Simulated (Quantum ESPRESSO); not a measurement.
## Al3MgAs3S (one run as intended and one with a planted mistake)

Simulated, not a measurement. The program is pw.x of Quantum ESPRESSO 7.5 (plane-wave density functional theory). The cell is made up: 8 atoms on a zincblende/diamond lattice, with randomly drawn elements, strain and displacements, not relaxed. PseudoDojo standard norm-conserving files (v0.5 for PBE, v0.4.1 for LDA and PBEsol) set the functional; there is no spin polarisation, spin-orbit coupling or dispersion term, and the masses in the input are unused placeholders.

Intended input:

```
&control calculation='scf', pseudo_dir='./dojo.nc.sr.pbe.v0_5.standard.upf', outdir='./o', disk_io='low', tprnfor=.true., tstress=.true. /
&system ibrav=0, nat=8, ntyp=4, nbnd=41, ecutwfc=84.00895049, nosym=.true., tot_charge=0,
 occupations='smearing', smearing='fd', degauss=0.0018374661
/
&electrons conv_thr=7.350e-09, electron_maxstep=60, /
ATOMIC_SPECIES
Al 1.0 Al.upf
As 1.0 As.upf
Mg 1.0 Mg.upf
S 1.0 S.upf
CELL_PARAMETERS angstrom
5.593 -0.0567 0.0438
-0.0567 5.5856 -0.0585
0.0438 -0.0585 5.6591
ATOMIC_POSITIONS angstrom
Al 0.1333 -0.0435 0.1065
Mg 0.1031 2.8409 2.9323
Al 2.6638 -0.0022 2.9607
Al 2.729 2.8816 0.0315
As 1.4119 1.4272 1.4193
S 1.3339 4.1205 4.3143
As 4.2549 1.3312 4.3763
As 4.0573 4.0827 1.3564
K_POINTS automatic
4 4 4 1 1 1
```

The log is shortened where brackets say so; the opening notice, blank lines, dates and the lines on written files are dropped, and the path of the files is cut. It prints rydbergs, bohrs and kilobars, and counts compression as positive stress. Where no state is partly filled, the Fermi energy that it prints is only some level between the filled and the empty states on the mesh, and need not lie in the true gap.

Log of the intended run:

```
     Program PWSCF v.7.5
     Parallel version (MPI & OpenMP), running on       4 processor cores
     Number of MPI processes:                 4
     Threads/MPI process:                     1
     [start-up lines left out]
     bravais-lattice index     =            0
     lattice parameter (alat)  =      10.5701  a.u.
     unit-cell volume          =    1192.7276 (a.u.)^3
     number of atoms/cell      =            8
     number of atomic types    =            4
     number of electrons       =        70.00
     number of Kohn-Sham states=           41
     kinetic-energy cutoff     =      84.0090  Ry
     charge density cutoff     =     336.0358  Ry
     scf convergence threshold =      7.3E-09
     mixing beta               =       0.7000
     number of iterations used =            8  plain     mixing
     Exchange-correlation= PBE
                           (   1   4   3   4   0   0   0)
     [axes and pseudopotential details left out]
   Cartesian axes
     site n.     atom                  positions (alat units)
         1        Al     tau(   1) = (   0.0238314  -0.0077769   0.0190401  )
         2        Mg     tau(   2) = (   0.0184322   0.5078968   0.5242373  )
         3        Al     tau(   3) = (   0.4762348  -0.0003933   0.5293147  )
         4        Al     tau(   4) = (   0.4878913   0.5151732   0.0056316  )
         5        As     tau(   5) = (   0.2524198   0.2551552   0.2537428  )
         6        S      tau(   6) = (   0.2384750   0.7366640   0.7713116  )
         7        As     tau(   7) = (   0.7606921   0.2379923   0.7823960  )
         8        As     tau(   8) = (   0.7253651   0.7299061   0.2424975  )
     number of k points=    32  Fermi-Dirac smearing, width (Ry)=  0.0018
                       cart. coord. in units 2pi/alat
        k(    1) = (   0.1253350   0.1277458   0.1239006), wk =   0.0625000
        k(    2) = (   0.1234256   0.1303148   0.3710421), wk =   0.0625000
     [further k points left out]
     Dense  grid:   124067 G-vectors     FFT dimensions: (  64,  64,  64)
     Estimated max dynamical RAM per process >     245.07 MB
     Estimated total dynamical RAM >     889.40 MB
     Initial potential from superposition of free atoms
     starting charge      69.9911, renormalised to      70.0000
     Starting wfcs are   48 randomized atomic wfcs
     total cpu time spent up to now is        3.1 secs
     per-process dynamical memory:   182.4 Mb
     Self-consistent Calculation
     iteration #  1     ecut=    84.01 Ry     beta= 0.70
     Davidson diagonalization with overlap
     ethr =  1.00E-02,  avg # of iterations =  4.1
     Threshold (ethr) on eigenvalues was too large:
     Diagonalizing with lowered threshold
     Davidson diagonalization with overlap
     ethr =  5.48E-04,  avg # of iterations =  2.1
     total cpu time spent up to now is       12.3 secs
     total energy              =    -791.28523752 Ry
     estimated scf accuracy    <       0.38149171 Ry
     iteration #  2     ecut=    84.01 Ry     beta= 0.70
     Davidson diagonalization with overlap
     ethr =  5.45E-04,  avg # of iterations =  5.1
     total cpu time spent up to now is       17.3 secs
     total energy              =    -791.35840630 Ry
     estimated scf accuracy    <       0.09527635 Ry
     [iterations 3 to 7 left out]
     iteration #  8     ecut=    84.01 Ry     beta= 0.70
     Davidson diagonalization with overlap
     ethr =  1.49E-09,  avg # of iterations =  2.0
     total cpu time spent up to now is       45.9 secs
     total energy              =    -791.38399704 Ry
     estimated scf accuracy    <       0.00000010 Ry
     iteration #  9     ecut=    84.01 Ry     beta= 0.70
     Davidson diagonalization with overlap
     ethr =  1.40E-10,  avg # of iterations =  3.7
     total cpu time spent up to now is       50.8 secs
     End of self-consistent calculation
     [lines on levels left out]
     the Fermi energy is     7.0819 ev
!    total energy              =    -791.38399708 Ry
     estimated scf accuracy    <          6.9E-09 Ry
     smearing contrib. (-TS)   =      -0.00000000 Ry
     internal energy E=F+TS    =    -791.38399708 Ry
     The total energy is F=E-TS. E is the sum of the following terms:
     one-electron contribution =    -524.79944690 Ry
     hartree contribution      =     285.45008970 Ry
     xc contribution           =    -171.43459156 Ry
     ewald contribution        =    -380.60004831 Ry
     convergence has been achieved in   9 iterations
     Forces acting on atoms (cartesian axes, Ry/au):
     atom    1 type  1   force =    -0.07504175    0.01881950    0.00079504
     atom    2 type  3   force =    -0.06546366   -0.01916962   -0.04665193
     atom    3 type  1   force =     0.06199112    0.00658144   -0.01942072
     atom    4 type  1   force =     0.00029695   -0.06410416   -0.04096388
     atom    5 type  2   force =     0.00967921   -0.01464312    0.00866472
     atom    6 type  4   force =     0.04856309    0.03987265    0.02267834
     atom    7 type  2   force =    -0.02358024   -0.02915927    0.00255632
     atom    8 type  2   force =     0.04355529    0.06180259    0.07234210
     Total force =     0.200187     Total SCF correction =     0.000296
     Computing stress (Cartesian axis) and pressure
          total   stress  (Ry/bohr**3)                   (kbar)     P=       51.05
   0.00030641   0.00022702   0.00006401           45.07       33.40        9.42
   0.00022702   0.00035131   0.00022034           33.40       51.68       32.41
   0.00006401   0.00022034   0.00038345            9.42       32.41       56.41
     init_run     :      2.94s CPU      3.02s WALL (       1 calls)
     electrons    :     47.52s CPU     47.76s WALL (       1 calls)
     forces       :      0.74s CPU      0.75s WALL (       1 calls)
     stress       :      2.38s CPU      2.39s WALL (       1 calls)
     [timing details left out]
     PWSCF        :     53.67s CPU     54.04s WALL
     JOB DONE.
```

A second run has one planted mistake: the files are those of another functional. The input lines that differ, file-writing options aside:

```
- &control calculation='scf', pseudo_dir='./dojo.nc.sr.pbe.v0_5.standard.upf', outdir='./o', disk_io='low', tprnfor=.true., tstress=.true. /
+ &control calculation='scf', pseudo_dir='./dojo.nc.sr.pbesol.v0_4_1.standard.upf', outdir='./o', disk_io='low', tprnfor=.true., tstress=.true. /
```

Its log:

```
     Program PWSCF v.7.5
     Parallel version (MPI & OpenMP), running on       4 processor cores
     Number of MPI processes:                 4
     Threads/MPI process:                     1
     [start-up lines left out]
     bravais-lattice index     =            0
     lattice parameter (alat)  =      10.5701  a.u.
     unit-cell volume          =    1192.7276 (a.u.)^3
     number of atoms/cell      =            8
     number of atomic types    =            4
     number of electrons       =        70.00
     number of Kohn-Sham states=           41
     kinetic-energy cutoff     =      84.0090  Ry
     charge density cutoff     =     336.0358  Ry
     scf convergence threshold =      7.3E-09
     mixing beta               =       0.7000
     number of iterations used =            8  plain     mixing
     Exchange-correlation= PBESOL
                           (   1   4  10   8   0   0   0)
     [axes and pseudopotential details left out]
   Cartesian axes
     site n.     atom                  positions (alat units)
         1        Al     tau(   1) = (   0.0238314  -0.0077769   0.0190401  )
         2        Mg     tau(   2) = (   0.0184322   0.5078968   0.5242373  )
         3        Al     tau(   3) = (   0.4762348  -0.0003933   0.5293147  )
         4        Al     tau(   4) = (   0.4878913   0.5151732   0.0056316  )
         5        As     tau(   5) = (   0.2524198   0.2551552   0.2537428  )
         6        S      tau(   6) = (   0.2384750   0.7366640   0.7713116  )
         7        As     tau(   7) = (   0.7606921   0.2379923   0.7823960  )
         8        As     tau(   8) = (   0.7253651   0.7299061   0.2424975  )
     number of k points=    32  Fermi-Dirac smearing, width (Ry)=  0.0018
                       cart. coord. in units 2pi/alat
        k(    1) = (   0.1253350   0.1277458   0.1239006), wk =   0.0625000
        k(    2) = (   0.1234256   0.1303148   0.3710421), wk =   0.0625000
     [further k points left out]
     Dense  grid:   124067 G-vectors     FFT dimensions: (  64,  64,  64)
     Estimated max dynamical RAM per process >     245.07 MB
     Estimated total dynamical RAM >     889.40 MB
     Initial potential from superposition of free atoms
     starting charge      69.9915, renormalised to      70.0000
     Starting wfcs are   48 randomized atomic wfcs
     total cpu time spent up to now is        3.1 secs
     per-process dynamical memory:   173.5 Mb
     Self-consistent Calculation
     iteration #  1     ecut=    84.01 Ry     beta= 0.70
     Davidson diagonalization with overlap
     ethr =  1.00E-02,  avg # of iterations =  4.2
     Threshold (ethr) on eigenvalues was too large:
     Diagonalizing with lowered threshold
     Davidson diagonalization with overlap
     ethr =  5.24E-04,  avg # of iterations =  2.2
     total cpu time spent up to now is       12.5 secs
     total energy              =    -790.32921952 Ry
     estimated scf accuracy    <       0.36527518 Ry
     iteration #  2     ecut=    84.01 Ry     beta= 0.70
     Davidson diagonalization with overlap
     ethr =  5.22E-04,  avg # of iterations =  5.3
     total cpu time spent up to now is       17.7 secs
     total energy              =    -790.39869487 Ry
     estimated scf accuracy    <       0.09796397 Ry
     [iterations 3 to 7 left out]
     iteration #  8     ecut=    84.01 Ry     beta= 0.70
     Davidson diagonalization with overlap
     ethr =  1.41E-09,  avg # of iterations =  2.0
     total cpu time spent up to now is       46.3 secs
     total energy              =    -790.42510719 Ry
     estimated scf accuracy    <       0.00000010 Ry
     iteration #  9     ecut=    84.01 Ry     beta= 0.70
     Davidson diagonalization with overlap
     ethr =  1.38E-10,  avg # of iterations =  3.2
     total cpu time spent up to now is       51.1 secs
     End of self-consistent calculation
     [lines on levels left out]
     the Fermi energy is     6.9617 ev
!    total energy              =    -790.42510723 Ry
     estimated scf accuracy    <          5.1E-09 Ry
     smearing contrib. (-TS)   =      -0.00000000 Ry
     internal energy E=F+TS    =    -790.42510723 Ry
     The total energy is F=E-TS. E is the sum of the following terms:
     one-electron contribution =    -525.33499600 Ry
     hartree contribution      =     285.12994364 Ry
     xc contribution           =    -169.62000656 Ry
     ewald contribution        =    -380.60004831 Ry
     convergence has been achieved in   9 iterations
     Forces acting on atoms (cartesian axes, Ry/au):
     atom    1 type  1   force =    -0.07397653    0.01906471    0.00132289
     atom    2 type  3   force =    -0.06450763   -0.01938787   -0.04608246
     atom    3 type  1   force =     0.06111931    0.00683308   -0.01933756
     atom    4 type  1   force =     0.00085686   -0.06323491   -0.03950069
     atom    5 type  2   force =     0.00995295   -0.01454154    0.00774124
     atom    6 type  4   force =     0.04808150    0.03934235    0.02290049
     atom    7 type  2   force =    -0.02335310   -0.02862276    0.00322249
     atom    8 type  2   force =     0.04182664    0.06054695    0.06973360
     Total force =     0.196525     Total SCF correction =     0.000344
     Computing stress (Cartesian axis) and pressure
          total   stress  (Ry/bohr**3)                   (kbar)     P=       30.97
   0.00017011   0.00022029   0.00006311           25.02       32.41        9.28
   0.00022029   0.00021414   0.00021521           32.41       31.50       31.66
   0.00006311   0.00021521   0.00024734            9.28       31.66       36.39
     init_run     :      2.90s CPU      3.02s WALL (       1 calls)
     electrons    :     47.77s CPU     48.02s WALL (       1 calls)
     forces       :      0.73s CPU      0.73s WALL (       1 calls)
     stress       :      2.39s CPU      2.39s WALL (       1 calls)
     [timing details left out]
     PWSCF        :     53.89s CPU     54.28s WALL
     JOB DONE.
```

```
                                            intended run  run with the mistake
                          free energy (eV)    -10767.328            -10754.281
                    smearing term -TS (eV)        0.0000                0.0000
                            pressure (GPa)          5.11                  3.10
            largest force component (eV/Å)         1.929                 1.902
largest change of a force component (eV/Å)                               0.067
                                iterations             9                     9
```

For scale, a rerun of the intended cell at 1437 eV and a 6 x 6 x 6 mesh moved values by no more than 0.007 eV in energy, 0.02 GPa in stress and 0.004 eV/Å in force. Files of another functional have another zero of energy, so the energy change says nothing on stability.